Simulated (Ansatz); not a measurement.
Cs₂KInCl₆ in space group Fm-3m (No. 225; K on 4b, Cs on 8c, In on 4a, Cl on 24e), PBEsol (plane waves, PAW; program Ansatz). The conduction-band minimum lies at Γ, with 1 equivalent valley. Second derivatives d²E/dk² of the lowest band at one valley (eV·Å²), along Cartesian directions:

```csv
direction,d²E/dk²
[100],15.39
[010],15.39
[001],15.39
[110],15.39
[101],15.39
[011],15.39
```

**Question.** Find the principal effective masses, the density-of-states mass and the conductivity mass.

**Answer.** Off-diagonal terms follow from H_xy = H[110] − (H_xx + H_yy)/2, and m*/mₑ = 7.620 eV·Å² over each eigenvalue: 0.50, 0.50, 0.50. One valley's DOS mass (m₁m₂m₃)^(1/3) = 0.50, conductivity mass 3/(Σ 1/mᵢ) = 0.50 mₑ.

**Question.** What effective density of states Nc follows at 300 K for parabolic valleys?

**Answer.** Nc = 2.509e19 × 1 × (0.50)^(3/2) ≈ 8.9e18 cm⁻³.

The first step of the workflow began from a Materials Project structure, measured or hypothetical; the Crystallography Open Database copy checked does not list it. Whether it is the stable phase at ambient conditions was not checked. Symmetry was held in the PBEsol relaxation; its stability against distortions is not shown here. Scalar-relativistic: spin–orbit coupling is off unless named, which matters more the heavier the elements.

Potentials: the later of the program's two PAW sets.

Edges and masses are those of Kohn–Sham bands, whose gap is no quasiparticle gap.
